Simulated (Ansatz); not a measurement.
Total density of states per atom from r²SCAN (plane waves, PAW; program Ansatz), in 0.25 eV bins, energy from the valence-band maximum:

```
E (eV) | states/eV/atom
    -5.30 |  0.00
    -5.05 | ################# 0.88
    -4.80 | ##################### 1.06
    -4.55 | ################# 0.88
    -4.30 | ####################### 1.18
    -4.05 | ############################## 1.52
    -3.80 | ###################### 1.14
    -3.55 |  0.00
    -3.30 |  0.00
    -3.05 |  0.00
    -2.80 |  0.00
    -2.55 | ##### 0.25
    -2.30 | ################## 0.92
    -2.05 | ##### 0.27
    -1.80 | ##################### 1.06
    -1.55 | ################# 0.88
    -1.30 | ################ 0.80
    -1.05 | ################# 0.88
    -0.80 | ################## 0.93
    -0.55 | ########################## 1.30
    -0.30 | ############################ 1.42
    -0.05 | ############ 0.62
     0.20 |  0.00
     0.45 |  0.00
     0.70 |  0.00
     0.95 |  0.00
     1.20 |  0.00
     1.45 |  0.00
     1.70 |  0.00
     1.95 |  0.00
     2.20 |  0.00
     2.45 |  0.00
     2.70 |  0.00
     2.95 |  0.00
     3.20 | # 0.07
     3.45 | ########### 0.56
     3.70 | ################ 0.81
     3.95 | ######################## 1.23
     4.20 |  0.00
     4.45 |  0.00
     4.70 |  0.00
     4.95 |  0.00
     5.20 |  0.00
     5.45 |  0.00
     5.70 | ################## 0.92
     5.95 | ###################### 1.12
     6.20 | ####################### 1.15
     6.45 | ############## 0.73
     6.70 | ## 0.08
     6.95 |  0.00
     7.20 |  0.00
     7.45 |  0.02
     7.70 | # 0.03
     7.95 | # 0.04
```

Q: Which of these materials gives this?
A) K2Rh2O5, P4/mmm (Pearson symbol tP9)
B) NaTcO4, I4_1/a (Tc on 4a, Na on 4b, O on 16f)
C) Co3O4, Fd-3m (Co on 16c, Co on 8b, O on 32e)
D) YNiO3, Pnma (Y on 4c, Ni on 4b, O on 8d, O on 4c)

A: B, NaTcO4, I4_1/a (Tc on 4a, Na on 4b, O on 16f). Top 1 eV of the valence band: O 2p 98 %. Bottom 1 eV of the conduction band: Tc 4d 48 %, O 2p 48 %. Projections are on Löwdin-orthogonalised atomic valence shells; empty p or d shells of many metals are not among them.

The workflow started from an entry of the Crystallography Open Database (COD, 296 K). Whether it is the stable phase at ambient conditions was not checked. Symmetry was held in the r²SCAN relaxation; whether a distortion lowers the energy is not shown. The run is not spin-polarised. Scalar-relativistic: spin–orbit coupling is off unless named, which matters more the heavier the elements.

Potentials: the later of the program's two PAW sets (Tc and Pm come from another file).
